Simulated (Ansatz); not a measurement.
InP:
```yaml
crystal:
  lattice:
    - [7.17499, 0.00000, 0.00000]
    - [0.00000, 7.17499, 0.00000]
    - [0.00000, 0.00000, 4.16341]
  atoms:
    - { symbol: In, position: [0.32181, 0.67819, 0.00000] }
    - { symbol: In, position: [0.67819, 0.32181, 0.00000] }
    - { symbol: In, position: [0.82181, 0.82181, 0.50000] }
    - { symbol: In, position: [0.17819, 0.17819, 0.50000] }
    - { symbol: P, position: [0.31930, 0.31930, 0.00000] }
    - { symbol: P, position: [0.68070, 0.68070, 0.00000] }
    - { symbol: P, position: [0.18070, 0.81930, 0.50000] }
    - { symbol: P, position: [0.81930, 0.18070, 0.50000] }
```

DFT-PBEsol in the program Ansatz with PAW potentials gives a gap of 0.71 eV without spin–orbit coupling, maximum on the M–Γ line, 92 % of the way from M, minimum at Γ.

Question: What happens when spin–orbit coupling is switched on?

Answer: The gap drops by 0.03 eV, to 0.68 eV; maximum at Γ, minimum at Γ.

Question: Give the electron effective mass with spin–orbit coupling.

Answer: 0.056, 0.061, 0.061 mₑ (principal values).

Question: Give the hole effective mass with spin–orbit coupling.

Answer: 0.12, 0.12, 1.1 mₑ (principal values).

Space group P4_2/mnm. The start of the workflow was typed in or built on a structure type; neither database checked (COD, Materials Project) lists it. It is not the phase usual at ambient conditions (space group No. 216). The cell was relaxed with PBEsol under the symmetry of its start; its stability against distortions is not shown here. The volume moved by 20 % from the start of the relaxation.

Potentials: the earlier of the program's two PAW sets. The files were generated under PBE; for other functionals the program regenerates the frozen cores, and for LDA and PBEsol the local potential too.
